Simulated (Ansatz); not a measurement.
A relaxation computed with Ansatz, from input to last step.

```yaml
crystal:
  lattice:
    - [-1.9224882654, 1.9224882654, 4.7161040261]
    - [1.9224882654, -1.9224882654, 4.7161040261]
    - [1.9224882654, 1.9224882654, -4.7161040261]
  atoms:
    - { symbol: Cs, position: [0.0, 0.0, 0.0] }
    - { symbol: Ir, position: [0.665, 0.665, 0.0] }
    - { symbol: Ir, position: [0.335, 0.335, 0.0] }
basis:
  ecutwfc: 420
kpoints:
  mp_grid: { grid: [6, 6, 6] }
hamiltonian:
  xc: pbe
scf:
  occupations: { method: gaussian, width: 0.1 }
  lower_state_search: "off"
output:
  forces: true
  stress: true
  eigenvalues: true
relax:
  adjacent_minimum: "off"
  f_tol: 0.04
  max_steps: 70
  cell: { stress_tol: 0.4 }
```

```bash
ansatz run input.yaml --threads 1 --pin off --max-ram 2560MiB --backend cpu --events-out ev --progress --plain --runs-dir out
```

Method: DFT PBE, scalar-relativistic, plane waves, PAW (Ansatz).

Of 20 frames 10 are shown, positions in Å and forces in eV/Å; the SCF threshold varies from step to step. Steps run on the plane waves of an earlier cell, with a Pulay correction in the pressure. The basis is chosen afresh for the last frame, the zero of the energies, and at times for earlier ones too; energy and pressure step there, also at an unchanged geometry. Here that happened at step 15 (-58 meV/atom, 3.1 GPa); the frames before carry an error of that size. The mark taken_back stands on steps that the optimiser undid.

```xyz
3
Lattice="-1.9225 1.9225 4.7161 1.9225 -1.9225 4.7161 1.9225 1.9225 -4.7161" Properties=species:S:1:pos:R:3:forces:R:3 pbc="T T T" step=1 free_energy_over_end_meV_per_atom=1417.44 pressure_GPa=-7.95
Cs    0.0000    0.0000    0.0000    0.0000    0.0000    0.0000
Ir    0.0000    0.0000    6.2724    0.0000    0.0000    1.5119
Ir    0.0000    0.0000    3.1598    0.0000    0.0000   -1.5119
3
Lattice="-1.8377 1.8377 4.4076 1.8377 -1.8377 4.4076 1.8377 1.8377 -4.4076" Properties=species:S:1:pos:R:3:forces:R:3 pbc="T T T" step=3 free_energy_over_end_meV_per_atom=918.80 pressure_GPa=11.19
Cs    0.0000    0.0000    0.0000    0.0000    0.0000    0.0000
Ir    0.0000    0.0000    6.2291    0.0000    0.0000    1.0078
Ir    0.0000    0.0000    2.5860    0.0000    0.0000   -1.0078
3
Lattice="-1.8470 1.8470 4.8208 1.8470 -1.8470 4.8208 1.8470 1.8470 -4.8208" Properties=species:S:1:pos:R:3:forces:R:3 pbc="T T T" step=5 free_energy_over_end_meV_per_atom=609.28 pressure_GPa=5.72
Cs    0.0000    0.0000    0.0000    0.0000    0.0000    0.0000
Ir    0.0000    0.0000    6.9938    0.0000    0.0000   -0.5676
Ir    0.0000    0.0000    2.6477    0.0000    0.0000    0.5676
3
Lattice="-1.8100 1.8100 5.2805 1.8100 -1.8100 5.2805 1.8100 1.8100 -5.2805" Properties=species:S:1:pos:R:3:forces:R:3 pbc="T T T" step=7 free_energy_over_end_meV_per_atom=342.86 pressure_GPa=3.92
Cs    0.0000    0.0000    0.0000    0.0000    0.0000    0.0000
Ir    0.0000    0.0000    7.6733    0.0000    0.0000   -0.0224
Ir    0.0000    0.0000    2.8876    0.0000    0.0000    0.0224
3
Lattice="-1.7738 1.7738 5.7356 1.7738 -1.7738 5.7356 1.7738 1.7738 -5.7356" Properties=species:S:1:pos:R:3:forces:R:3 pbc="T T T" step=9 free_energy_over_end_meV_per_atom=136.19 pressure_GPa=2.94
Cs    0.0000    0.0000    0.0000    0.0000    0.0000    0.0000
Ir    0.0000    0.0000    8.3738    0.0000    0.0000    0.2045
Ir    0.0000    0.0000    3.0973    0.0000    0.0000   -0.2045
3
Lattice="-1.7665 1.7665 5.9655 1.7665 -1.7665 5.9655 1.7665 1.7665 -5.9655" Properties=species:S:1:pos:R:3:forces:R:3 pbc="T T T" step=12 free_energy_over_end_meV_per_atom=111.70 pressure_GPa=-0.76 taken_back
Cs    0.0000    0.0000    0.0000    0.0000    0.0000    0.0000
Ir    0.0000    0.0000    8.6996    0.0000    0.0000    0.1279
Ir    0.0000    0.0000    3.2314    0.0000    0.0000   -0.1279
3
Lattice="-1.7703 1.7703 5.9534 1.7703 -1.7703 5.9534 1.7703 1.7703 -5.9534" Properties=species:S:1:pos:R:3:forces:R:3 pbc="T T T" step=14 free_energy_over_end_meV_per_atom=105.83 pressure_GPa=0.12
Cs    0.0000    0.0000    0.0000    0.0000    0.0000    0.0000
Ir    0.0000    0.0000    8.7244    0.0000    0.0000    0.0134
Ir    0.0000    0.0000    3.1825    0.0000    0.0000   -0.0134
3
Lattice="-1.7654 1.7654 6.0694 1.7654 -1.7654 6.0694 1.7654 1.7654 -6.0694" Properties=species:S:1:pos:R:3:forces:R:3 pbc="T T T" step=16 free_energy_over_end_meV_per_atom=26.59 pressure_GPa=2.85
Cs    0.0000    0.0000    0.0000    0.0000    0.0000    0.0000
Ir    0.0000    0.0000    8.8969    0.0000    0.0000    0.0198
Ir    0.0000    0.0000    3.2418    0.0000    0.0000   -0.0198
3
Lattice="-1.7658 1.7658 6.4777 1.7658 -1.7658 6.4777 1.7658 1.7658 -6.4777" Properties=species:S:1:pos:R:3:forces:R:3 pbc="T T T" step=18 free_energy_over_end_meV_per_atom=3.10 pressure_GPa=-0.52
Cs    0.0000    0.0000    0.0000    0.0000    0.0000    0.0000
Ir    0.0000    0.0000    9.4932    0.0000    0.0000    0.2415
Ir    0.0000    0.0000    3.4622    0.0000    0.0000   -0.2415
3
Lattice="-1.7691 1.7691 6.4287 1.7691 -1.7691 6.4287 1.7691 1.7691 -6.4287" Properties=species:S:1:pos:R:3:forces:R:3 pbc="T T T" step=20 free_energy_over_end_meV_per_atom=0.00 pressure_GPa=-0.07
Cs    0.0000    0.0000    0.0000    0.0000    0.0000    0.0000
Ir    0.0000    0.0000    9.4451    0.0000    0.0000   -0.0374
Ir    0.0000    0.0000    3.4124    0.0000    0.0000    0.0374
```

The start puts this composition into another compound's structure type, which needn't suit it. At the end the space group is I4/mmm (tolerance 0.05 Å).

It took 59 s on 1 thread of Arm Neoverse V2 (shared host), peak memory 0.37 GiB.

The k mesh is coarse. Spin–orbit coupling is left out, which can shift energies with elements as heavy as these.